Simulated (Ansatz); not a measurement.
A geometry of ZnSnN$_{2}$ away from equilibrium: step 2 of the relaxation of a relaxed ZnSnN2 cell shaken by Gaussian noise of σ = 0.08 Å a coordinate. Calculation: r2SCAN (plane waves to 500 eV, PAW, scalar-relativistic; Ansatz, an electronic-structure program). Γ-centred k-mesh 6×6×7 on the run's cell (coarser than for final values), Fermi–Dirac smearing 0.05 eV.

```
ZnSnN2
1.0
   -2.36267     2.36021     4.75211
    2.35439    -2.37701     4.75634
    2.35980     2.37414    -4.76044
Zn Sn N
2 2 4
Direct
  0.73892   0.22542   0.48944
  0.00305   0.99706   0.97720
  0.25399   0.75589   0.49801
  0.48860   0.48795   0.98717
  0.11626   0.11617   0.48537
  0.63027   0.61166   0.48366
  0.38554   0.89130   0.01747
  0.87997   0.37507   0.98956
```

Task: Predict the force on each atom, in eV/Å.

Result: 
| atom | Fx | Fy | Fz |
|---|---|---|---|
| Zn1 | 0.60 | 0.32 | 1.53 |
| Zn2 | 0.34 | -0.03 | -0.68 |
| Sn3 | -0.61 | 0.87 | -0.62 |
| Sn4 | -0.29 | -0.19 | 1.71 |
| N5 | 0.08 | -0.78 | 0.59 |
| N6 | 1.01 | 0.58 | -0.73 |
| N7 | -1.79 | -0.80 | -0.78 |
| N8 | 0.66 | 0.02 | -1.02 |

Task: What is the pressure?

Result: +3.7 GPa, compression positive.

Task: How much energy per atom can still be gained by relaxing?

Result: 0.05 eV/atom; the path ends in I-42d (No. 122) (chalcopyrite type).

No spin polarisation in the result.

The end of the path is a generated cell of ZnSnN2: the first start was made by placing the elements on the sites of a structure type, and the end was not matched to a known phase here, so it may be hypothetical.
